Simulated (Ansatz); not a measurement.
Input:

Li2GaCu3:
```cif
data_Cu9Ga3Li6
_chemical_formula_sum 'Li6 Ga3 Cu9'
_space_group_name_H-M_alt 'R-3m :H'
_space_group_IT_number 166
_space_group_name_Hall '-R 3 2"'
_cell_length_a 4.92773
_cell_length_b 4.92773
_cell_length_c 11.85450
_cell_angle_alpha 90.000
_cell_angle_beta 90.000
_cell_angle_gamma 120.000
loop_
_atom_site_label
_atom_site_type_symbol
_atom_site_symmetry_multiplicity
_atom_site_Wyckoff_symbol
_atom_site_fract_x
_atom_site_fract_y
_atom_site_fract_z
_atom_site_occupancy
Li1 Li 6 c 0.00000 0.00000 0.37575 1
Ga1 Ga 3 a 0.00000 0.00000 0.00000 1
Cu1 Cu 9 d 0.50000 0.50000 0.50000 1
```
(The calculation used a cell of 6 atoms; values per cell refer to that cell.)

This is the r²SCAN-relaxed structure.

Question: All from r²SCAN in the plane-wave PAW code Ansatz, unless another level is named. Give the formation energy from the elements (no fitted shifts).

Answer: -169 meV/atom.

Question: Give the density of states at the Fermi level.

Answer: 0.26 states/eV per atom (mean over ±0.08 eV).

The workflow started from a Materials Project entry (that database holds measured and hypothetical structures alike); the Crystallography Open Database copy checked does not list it. With Ga and Cu taken as one species the cell has the higher symmetry Fd-3m, so it may be an ordered model of a mixed-site phase. Whether it is the stable phase at ambient conditions was not checked. The r²SCAN relaxation kept the symmetry of its start; its stability against distortions is not shown here. The run is not spin-polarised. The references are the lowest solids computed at this level, not always the standard phases. Spin–orbit coupling is left out wherever it is not named.

Potentials: the later of the program's two PAW sets.
